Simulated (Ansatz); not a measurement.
Ag3P11:
```
Ag3P11
1.0
    6.46007     3.76395     0.00000
   -6.46007     3.76395     0.00000
   -3.16050     0.00000     5.69975
Ag P
3 11
Direct
  0.29324   0.70676   0.03412
  0.58991   0.41009   0.80084
  0.99788   0.00212   0.00345
  0.81016   0.18984   0.03751
  0.48899   0.51101   0.04429
  0.08405   0.91595   0.73514
  0.77548   0.73264   0.53305
  0.26736   0.22452   0.53305
  0.91320   0.38689   0.50818
  0.61311   0.08680   0.50818
  0.05663   0.39238   0.26972
  0.60762   0.94337   0.26972
  0.81015   0.65178   0.26158
  0.34822   0.18985   0.26158
```

Relaxed with PBEsol.

**Question.** Give the Bader charges and basin volumes of the independent atoms, DFT-PBEsol in the program Ansatz with PAW potentials.

**Answer.** 

| atom | Bader charge (e) | Bader volume (Å³) |
|---|---|---|
| Ag1 | +0.14 | 22.6 |
| Ag2 | +0.11 | 21.2 |
| Ag3 | +0.14 | 20.9 |
| P4 | -0.07 | 18.8 |
| P5 | -0.07 | 20.9 |
| P6 | -0.12 | 20.3 |
| P7 | -0.04 | 18.0 |
| P9 | +0.03 | 21.6 |
| P11 | -0.03 | 18.1 |
| P13 | -0.03 | 18.4 |

Space group Cm. The workflow started from a Materials Project entry (that database holds measured and hypothetical structures alike); the Crystallography Open Database files this formula in space group No. 8, but the cells were not matched. Whether it is the stable phase at ambient conditions was not checked. The PBEsol relaxation kept the symmetry of its start; whether a distortion lowers the energy is not shown. The run is not spin-polarised.

Potentials: the later of the program's two PAW sets.
